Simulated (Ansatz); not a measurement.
Relaxed-ion elastic tensor of SiW (CsCl type, space group No. 221) in GPa (Voigt order), the program Ansatz at the r²SCAN level (PAW); density 12.56 g/cm³, 14.01 Å³ per atom.

```
 280   232   232   0.0   0.0   0.0
 232   280   232   0.0   0.0   0.0
 232   232   280   0.0   0.0   0.0
 0.0   0.0   0.0  92.3   0.0   0.0
 0.0   0.0   0.0   0.0  92.3   0.0
 0.0   0.0   0.0   0.0   0.0  92.3
```

Problem. Is the crystal mechanically stable?

Solution. Yes: the smallest eigenvalue of C is 48.2 GPa.

Problem. Work out the Voigt, Reuss and Hill averages.

Solution. K_V = 248, K_R = 248, K_H = 248; G_V = 65.0, G_R = 43.3, G_H = 54.1 GPa.

Problem. Give Young's modulus, Poisson's ratio, Pugh's ratio and the universal anisotropy index.

Solution. E = 9KG/(3K + G) = 151 GPa; ν = 0.40; K/G = 4.59 (ductile by the Pugh limit of 1.75); A_U = 5G_V/G_R + K_V/K_R − 6 = 2.51.

Problem. Estimate the sound speeds and the Debye temperature.

Solution. v_l = √((K + 4G/3)/ρ) = 5050 m/s, v_t = √(G/ρ) = 2080 m/s, mean 2350 m/s; Θ = (h/k)(3n/4πV)^(1/3) v_m = 290 K.

Problem. Give the Zener ratio and Young's modulus along [100], [110] and [111].

Solution. A = 2C44/(C11 − C12) = 3.83; 1/E = S11 − 2(S11 − S12 − S44/2)Γ with Γ = 0, 1/4, 1/3 gives 70.0, 151, 246 GPa.

Problem. Solve the Christoffel equation for the three sound speeds along [100], [110], [111].

Solution. Eigenvalues of C_ijkl n_j n_l equal ρv². In km/s, slowest first: [100] 2.71, 2.71, 4.73; [110] 1.38, 2.71, 5.27; [111] 1.93, 1.93, 5.44.

Space group Pm-3m (CsCl type). A made-up cell: these elements were put on the sites of a structure type; neither database checked (COD, Materials Project) lists it. Its standing as an ambient phase is unchecked. The cell was relaxed with r²SCAN under the symmetry of its start; whether a distortion lowers the energy is not shown. No spin polarisation was allowed. As this level gives no gap, shear constants depend on the k-mesh and smearing (Fermi–Dirac, 0.1 eV here). Spin–orbit coupling is left out wherever it is not named.

Potentials: the earlier of the program's two PAW sets.
